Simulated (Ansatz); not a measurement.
FeH4Cl2O2:
```
FeH4Cl2O2
1.0
    3.60548     4.19768     0.00000
   -3.60548     4.19768     0.00000
   -0.52275     0.00000     3.60049
Fe H Cl O
1 4 2 2
Direct
  0.00000   0.00000   0.00000
  0.22660   0.39631   0.83750
  0.77340   0.60369   0.16250
  0.39631   0.22660   0.16250
  0.60369   0.77340   0.83750
  0.24076   0.75924   0.55556
  0.75924   0.24076   0.44444
  0.75706   0.75706   0.00000
  0.24294   0.24294   0.00000
```
The run is spin-polarised; directions of the spins, atom by atom: ↑ 0 0 0 0 0 0 0 0.

Relaxed with r²SCAN+D4. Special points in fractions of this cell's reciprocal vectors: Γ (0.000, 0.000, 0.000); A (0.000, 0.000, 0.500); I2 (0.497, 0.497, 0.500); I (-0.497, 0.503, 0.500); M2 (-0.500, 0.500, 0.500); Y (0.500, 0.500, 0.000); L2 (0.000, 0.500, 0.500); V2 (0.000, 0.500, 0.000).

### Question
List the band energies nearest the valence-band maximum at these points for r²SCAN+D4 in the plane-wave PAW code Ansatz.

### Answer
In eV from the valence-band maximum; about four levels below and three above (degenerate sets whole), none deeper than 8.9 eV; points with the same levels are listed once.

| k | below | above |
|---|---|---|
| Γ ↑ | -3.22 -2.86 -1.79 -1.51 | 2.79 4.77 5.50 |
| A ↑ | -3.01 -2.79 -2.20 -1.63 | 5.97 6.27 7.08 |
| I2 ↑ | -3.37 -2.55 -1.82 -1.58 | 4.06 4.91 6.14 |
| Y ↑ | -2.99 -2.91 -2.33 -1.64 | 5.37 6.14 6.40 |
| L2 ↑ | -3.33 -2.58 -1.95 -1.89 | 5.28 5.48 7.09 |
| V2 ↑ | -3.36 -2.82 -1.80 -1.60 | 4.69 4.77 6.59 |
| Γ ↓ | -3.40 -3.37 -3.10 -0.50 | 1.19 1.50 2.20 |
| A ↓ | -3.98 -3.68 -3.66 0.00 | 1.22 1.47 1.71 |
| I2 ↓ | -3.64 -3.39 -3.36 0.00 | 0.94 1.30 2.23 |
| Y ↓ | -3.73 -3.72 -3.18 -0.48 | 1.34 1.55 1.69 |
| L2 ↓ | -4.04 -3.53 -3.52 0.00 | 1.06 1.37 2.05 |
| V2 ↓ | -3.66 -3.56 -3.35 -0.44 | 1.24 1.49 2.13 |

Space group C2/m. The first step of the workflow began from a Materials Project structure, measured or hypothetical; the Crystallography Open Database files this formula in space group No. 12, but the cells were not matched. Whether it is the stable phase at ambient conditions was not checked. Symmetry was held in the r²SCAN+D4 relaxation; whether a distortion lowers the energy is not shown. Magnetic state: ferromagnetic, the only order run, not a proven ground state. The cell computed holds one magnetic atom, so no antiferromagnetic order was within reach. Other orbital occupations within this spin state were not tried. No Hubbard U is applied.

Potentials: the later of the program's two PAW sets.
